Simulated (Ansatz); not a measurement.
**How far is PAW off for SnPt$_{3}$?**

```xyz
4
Lattice="4.0293 0.0000 0.0000 0.0000 4.0293 0.0000 0.0000 0.0000 4.0293" Properties=species:S:1:pos:R:3 pbc="T T T"
Sn    0.0000    0.0000    0.0000
Pt    2.0146    2.0146    0.0000
Pt    2.0146    0.0000    2.0146
Pt    0.0000    2.0146    2.0146
```

Atom numbers follow the list: Sn1, Pt2, Pt3, Pt4.

Structure from Materials Project entry mp-20971 (possibly hypothetical), not relaxed further.

Spin–orbit coupling is left out, though it moves levels of the heavy atoms by tenths of an eV or more.

All numbers are computed: DFT, LDA, PAW with Ansatz's default frozen-core files, scalar-relativistic (Ansatz 0.2.0); DFT, LDA, all-electron PAW with datasets made for the crystal, scalar-relativistic (Ansatz 0.2.0); DFT, LDA, all-electron LAPW, scalar-relativistic (Ansatz 0.2.0).

For PAW: a Γ-centred 10×10×10 k mesh, Fermi–Dirac smearing of 0.08 eV, cutoff 420 eV, no spin polarisation; the PAW files were made with PBE, and the program remakes their frozen cores for this functional. The crystal-made all-electron datasets (AE datasets) take a cutoff of 260 eV at this cell. LAPW targets a basis error of 1 meV/atom. The Ansatz runs share mesh, smearing and spin set-up. Plane-wave (PAW) pressures include the program's estimate of the Pulay term.

Stress and pressure are positive in compression.

Spin–orbit coupling is left out, which moves gradients at and beside heavy atoms by some per cent and at worst by a factor of two.

In a metal, gradients converge slowly with the k mesh: the values move by tens of per cent from one mesh to another, at times in sign, so only the comparison on one mesh counts.

Levels count from the Fermi level.

```
                             quantity     PAW  AE datasets    LAPW
                       pressure (GPa)   -8.21        -8.20   -8.21
       highest filled level at M (eV)  -1.551       -1.550  -1.551
         lowest empty level at M (eV)   0.853        0.853   0.853
       highest filled level at R (eV)  -0.339       -0.338  -0.338
         lowest empty level at R (eV)   0.727        0.730   0.730
       highest filled level at X (eV)  -1.120       -1.122  -1.122
         lowest empty level at X (eV)   0.100        0.100   0.100
field gradient Vzz at Pt2 (10²¹ V/m²)  -15.04       -15.42       –
```

PAW's pressure differs from the LAPW value by about 0.01 GPa or less.
